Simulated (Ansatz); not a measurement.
The elements of this relaxed crystal are hidden behind letters.

```
lattice vectors (Å)
   6.6237    0.0000    0.0000
   0.0000    6.6237    0.0000
   0.0000    0.0000    3.3180
fractional positions
X 0.6342 0.1342 0.0000
X 0.3658 0.8658 0.0000
X 0.1342 0.3658 0.0000
X 0.8658 0.6342 0.0000
Z 0.0000 0.0000 0.0000
Z 0.5000 0.5000 0.0000
Z 0.1597 0.6597 0.5000
Z 0.8403 0.3403 0.5000
Z 0.6597 0.8403 0.5000
Z 0.3403 0.1597 0.5000
```

These are results of DFT PBE, scalar-relativistic, plane waves, PAW in Ansatz 0.2.0, not measurements. Plane waves to 420 eV, a 6×6×12 mesh through Γ for the 10-atom cell and 0.10 eV Gaussian smearing; no spin polarisation.

* Space group: P4/mbm (No. 127)
* Conventional cell: a = 6.624 Å, c = 3.318 Å
* Volume per atom: 14.56 Å³
* Density: 13.86 g/cm³
* Energy over the elements: +0.02 eV/atom
* Gap on the 6×6×12 mesh of the 10-atom cell: 0 eV (a metal)

Energies are uncorrected and count from the elements' standard states at the same level.

Question: X is a p-block element of period 3 and Z is a d-block element of period 6. Which elements are they?

Answer: X = Si, Z = W, so the formula is Si2W3. Density times volume gives a mean mass of 13.86 × 14.56/1.6605 = 121.5 u per atom, and this set has 121.5 u. Si has 1 Si at 2.51 Å and 8 W at 2.55–2.58 Å; W on a site of symmetry 4/m is surrounded by 4 Si at 2.58 Å, 8 W at 2.99 Å and 2 W at 3.32 Å; W on a site of symmetry m2m is surrounded by 6 Si at 2.55–2.56 Å and 5 W at 2.99 Å. Other sets within the hints have nearly the same mass, so mass alone doesn't settle it; this one was computed.

Spin–orbit coupling, which can matter for W, is left out. Symmetry constrained the relaxation, so the result can be a saddle point.
